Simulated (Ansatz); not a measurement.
WC:
Space group P-6m2 (No. 187); a = b = 2.912 Å, c = 2.837 Å, α = β = 90.00°, γ = 120.00°

| atom | site | symmetry | x | y | z |
|---|---|---|---|---|---|
| W | 1a | -6m2 | 0.0000 | 0.0000 | 0.0000 |
| C | 1f | -6m2 | 0.6667 | 0.3333 | 0.5000 |

Relaxed with r²SCAN.

Question: Tabulate the valence density and the electron localisation function along the shortest W–W contact (2.84 Å), the program Ansatz at the r²SCAN level (PAW).

Answer: 

| distance from W (Å) | density (e/Å³) | ELF |
|---|---|---|
| 0.28 | 5.81 | 0.38 |
| 0.43 | 5.52 | 0.65 |
| 0.57 | 4.20 | 0.73 |
| 0.71 | 2.54 | 0.66 |
| 0.85 | 1.29 | 0.46 |
| 0.99 | 0.69 | 0.26 |
| 1.13 | 0.47 | 0.21 |
| 1.28 | 0.38 | 0.27 |
| 1.42 | 0.37 | 0.32 |
| 1.56 | 0.38 | 0.27 |
| 1.70 | 0.47 | 0.21 |
| 1.84 | 0.69 | 0.26 |
| 1.99 | 1.29 | 0.46 |
| 2.13 | 2.54 | 0.66 |
| 2.27 | 4.20 | 0.73 |
| 2.41 | 5.52 | 0.65 |
| 2.55 | 5.81 | 0.38 |

The density is the valence pseudo-density with augmentation charge, so density and ELF within about 1 Å of a nucleus are not all-electron values.

The cell was relaxed with r²SCAN under the symmetry of its start. No spin polarisation was allowed. Spin–orbit coupling is left out wherever it is not named.

Potentials: the earlier of the program's two PAW sets. The files were generated under PBE; for other functionals the program regenerates the frozen cores, and for LDA and PBEsol the local potential too.
